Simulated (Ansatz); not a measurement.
## MgS: from a starting cell to a relaxed one

The start is a relaxed MgS cell, doubled along one cell vector, shaken by Gaussian noise of σ = 0.08 Å a coordinate. A full variable-cell relaxation at zero pressure is run with r2SCAN (plane waves to 500 eV, PAW, scalar-relativistic; Ansatz, an electronic-structure program). The first steps use a 11×6×11 k-mesh.

Starting cell:
```yaml
crystal:
  lattice:
    - [0.00000, 2.60153, 2.60153]
    - [5.20306, 0.00000, 5.20306]
    - [2.60153, 2.60153, 0.00000]
  atoms:
    - { symbol: Mg, position: [0.50784, 0.23864, 0.51174] }
    - { symbol: Mg, position: [0.50724, 0.73192, 0.50866] }
    - { symbol: S, position: [0.97910, 0.98613, 0.05477] }
    - { symbol: S, position: [0.06681, 0.50209, 0.96826] }
```

```json
{
 "largest_initial_force": "1.40 eV/Å, on S4 (atoms numbered as listed)",
 "energy_released": "0.048 eV/atom",
 "relative_to_the_parent": "It returns to the parent structure, Fm-3m (No. 225)",
 "Shortest distances (start → end)": "The closest pairs of elements (up to four, under 3.6 Å), start → end: Mg–S 2.34 → 2.60 Å; S–S 3.47 → 3.68 Å",
 "band_gap_at_the_end": "3.46 eV, indirect (valence top at Γ, conduction bottom at X) (no spin-orbit coupling)",
 "optimiser_moves": "3"
}
```

No spin polarisation in the result.
